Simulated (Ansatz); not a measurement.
SrTiO$_{3}$ (cubic perovskite, Pm-3m) at seven volumes, r²SCAN in the plane-wave PAW code Ansatz, scaled uniformly. One row is withheld.

| V (Å³/atom) | P (GPa) |
|---|---|
| 10.859 | ? |
| 11.217 | 13.40 |
| 11.575 | 6.16 |
| 11.933 | 0.00 |
| 12.291 | -5.25 |
| 12.649 | -9.71 |
| 13.007 | -13.51 |

Task: Fit the shown pressures and predict the withheld one.

Result: P = (3/2)B₀(x^(7/2) − x^(5/2))[1 + (3/4)(B′ − 4)(x − 1)] with x = (V₀/V)^(2/3). Least squares on the six rows gives V₀ = 11.933 Å³/atom, B₀ = 189 GPa, B′ = 4.37. At V = 10.859, x = 1.0649 and P = 21.92 GPa. The run itself gave 21.91 GPa.

The cell was relaxed with r²SCAN under the symmetry of its start. At this level the phase is dynamically unstable (imaginary phonons). No spin polarisation was allowed.

Potentials: the earlier of the program's two PAW sets.
